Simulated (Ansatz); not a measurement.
LaLuO₃:
```xyz
5
Lattice="4.1930 0.0000 0.0000 0.0000 4.1930 0.0000 0.0000 0.0000 4.1930" Properties=species:S:1:pos:R:3 pbc="T T T"
La     0.0000     0.0000     0.0000
Lu     2.0965     2.0965     2.0965
O      0.0000     2.0965     2.0965
O      2.0965     2.0965     0.0000
O      2.0965     0.0000     2.0965
```

Relaxed with PBEsol. DFT-PBEsol in the program Ansatz with PAW potentials gives a gap of 1.43 eV.

Task: What gap does HSE06 give on the same cell (Ansatz, PAW)?

Result: 3.13 eV, 1.70 eV more. The hybrid was solved on a coarser mesh and at special points; the gap given is the minimum over both.

| k | v1 PBEsol | c1 PBEsol | v1 HSE06 | c1 HSE06 |
|---|---|---|---|---|
| Γ | 0.00 | 1.43 | 0.00 | 3.13 |
| R | -1.32 | 1.63 | ? | ? |
| M | -0.48 | 1.58 | ? | ? |
| X | -0.15 | 1.55 | ? | ? |

Task: Top valence (v1) and lowest conduction level (c1) in eV from each method's valence maximum (which need not be a listed point): supply the withheld HSE06 values.

Result: 
- M, v1 HSE06: -0.54
- M, c1 HSE06: 4.68
- R, v1 HSE06: -0.75
- R, c1 HSE06: 4.62
- X, v1 HSE06: -0.18
- X, c1 HSE06: 4.59

Cost on shared cores: the PBEsol run (SCF on a 7×7×7 mesh, then bands and DOS) about 22 core-seconds (a rough figure), the HSE06 run (SCF on 4×4×4, then a few points) about 100 core-seconds (a rough figure); the tasks are unlike.

Space group Pm-3m (cubic perovskite). A made-up cell: these elements were put on the sites of a structure type; neither database checked (COD, Materials Project) lists it. Whether it is the stable phase at ambient conditions was not checked. The cell was relaxed with PBEsol under the symmetry of its start. At this level the phase is dynamically unstable (imaginary phonons). Spin–orbit coupling is left out wherever it is not named.

Potentials: the earlier of the program's two PAW sets. The files were generated under PBE; for other functionals the program regenerates the frozen cores, and for LDA and PBEsol the local potential too.
